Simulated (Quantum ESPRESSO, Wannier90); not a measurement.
BP (wurtzite): Wannier90 run

```xyz
4
Lattice="3.1883 0.0000 0.0000 -1.5942 2.7612 0.0000 0.0000 0.0000 5.2901" Properties=species:S:1:pos:R:3 pbc="T T T"
B     -1.5942     0.9204    -2.6429
B      1.5942    -0.9204     0.0022
P     -1.5942     0.9204    -0.6634
P      1.5942    -0.9204     1.9816
```

Structure: Materials Project mp-1008559, symmetrised, not relaxed again. Not found in the COD (Crystallography Open Database) copy used, which has the formula in other groups; not checked further. Method: PBEsol plane waves in Quantum ESPRESSO 7.5 (PseudoDojo norm-conserving files, 61 Ry, no spin polarisation, no spin-orbit coupling), Bloch states on a 12×12×6 mesh through Γ, Wannier90 4.0.1. Density: 12×12×6 mesh, cold smearing 0.01 Ry.

Bands 1-8 form an isolated set from -15.85 to 0.00 eV relative to the valence-band maximum (on the path) and are turned into 8 Wannier functions by minimising the spread from the start: s functions at random places.

Centres (Cartesian, Å; one of the equivalent choices) and spreads:

| n | x | y | z | spread (Å²) | nearest atom |
|---|---|---|---|---|---|
| 1 | -1.594 | -0.920 | 1.022 | 1.485 | P4 |
| 2 | -0.820 | -1.367 | -2.990 | 1.439 | P4 |
| 3 | 0.774 | -1.394 | -0.345 | 1.439 | P3 |
| 4 | 0.820 | -1.367 | -2.990 | 1.439 | P4 |
| 5 | -1.594 | 0.026 | -0.345 | 1.439 | P3 |
| 6 | -1.594 | 0.920 | -1.623 | 1.485 | P3 |
| 7 | 0.820 | 1.367 | -0.345 | 1.439 | P3 |
| 8 | -1.594 | -0.026 | 2.300 | 1.439 | P4 |

Ω_I = 10.53 Å², Ω_total = 11.61 Å²; the interpolated bands follow pw.x to 1.1 meV rms on the path. It is the lowest total spread that any start reached here.
